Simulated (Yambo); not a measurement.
Yambo run on SnO$_{2}$ (rutile, space group P4_2/mnm, No. 136). The wavefunctions are PBE (stringent potentials; Quantum ESPRESSO, PseudoDojo norm-conserving, 102 Ry, scalar-relativistic) ones on a 2×2×4 mesh (34 occupied bands); a = b = 4.7665 Å, c = 3.2118 Å, α = β = γ = 90.00°.

Yambo input:

```
rim_cut
gw0
dyson
el_el_corr
HF_and_locXC
cohsex
em1s
RandQpts= 1000000
RandGvec= 1 Ry
EXXRLvcs= 102 Ry
VXCRLvcs= 408 Ry
Chimod= "HARTREE"
% BndsRnXs
 9 | 220 |
%
NGsBlkXs= 12 Ry
% LongDrXs
 1.0 | 1.0 | 1.0 |
%
ExtendOut
% QPkrange
 1 | 1 | 34 | 35 |
%
```

k points by index: 1 = Γ.

Table of the .qp output:

```
#    K-point    Band    Eo [eV]    E [eV]    E-Eo [eV]    Vxc [eV]    Vnlxc [eV]    Sc|Eo [eV]    Re(Z)    Im(Z)
#
    1    34    0.000000    -3.171528    -3.171528    -20.31517    -26.18598    2.699284    1.000000    0.000000
    1    35    1.030675    0.353666    -0.677009    -16.44114    -12.38740    -4.730741    1.000000    0.000000
```
(The two width columns are left out.) Convergence of these settings isn't established.

Spin-orbit coupling is not included.

Geometry relaxed with PBEsol.
